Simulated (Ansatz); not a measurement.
The relaxed structure here is a generated cell of Te2Mo: the first start was made by placing the elements on the sites of a structure type, and the end was not matched to a known phase here, so it may be hypothetical. Known forms of Te2Mo include space group No. 194.

One stationary structure of Te2Mo. The numbers are results of PBEsol (plane waves to 420 eV, PAW, scalar-relativistic; Ansatz, an electronic-structure program), not measurements.

```
CELL_PARAMETERS angstrom
      7.06366     0.00000     0.00000
     -3.53183     6.11731     0.00000
      0.00000     0.00000     7.52635
ATOMIC_POSITIONS crystal
  Mo 0.44080 0.00000 0.83333
  Mo 0.00000 0.44080 0.16667
  Mo 0.55920 0.55920 0.50000
  Te 0.37658 0.32011 0.77229
  Te 0.67989 0.05647 0.10563
  Te 0.94353 0.62342 0.43896
  Te 0.05647 0.67989 0.89437
  Te 0.32011 0.37658 0.22771
  Te 0.62342 0.94353 0.56104
```

Question: Determine the symmetry and give the standard cell with its independent sites.

Answer: Space group P3₁21 (No. 152); a = 7.064 Å, b = 7.064 Å, c = 7.526 Å, α = 90.00°, β = 90.00°, γ = 120.00°

```csv
atom,site,symmetry,x,y,z
Mo,3b,.2.,0.5592,0.5592,0.5000
Te,6c,1,0.6799,0.0565,0.1056
```

Question: Give the shortest distances between elements (the closest pairs, up to four, under 3.6 Å).

Answer: Mo–Te 2.56 Å; Te–Te 3.50 Å.

The volume per atom is 36.14 Å³. The band gap is no gap (metallic).

No spin polarisation in the result. A magnetic state may lie lower.

The run could not lower the symmetry of its start; a shaken copy of this end point relaxes with PBEsol to C2 (No. 5), 0.32 eV/atom lower.
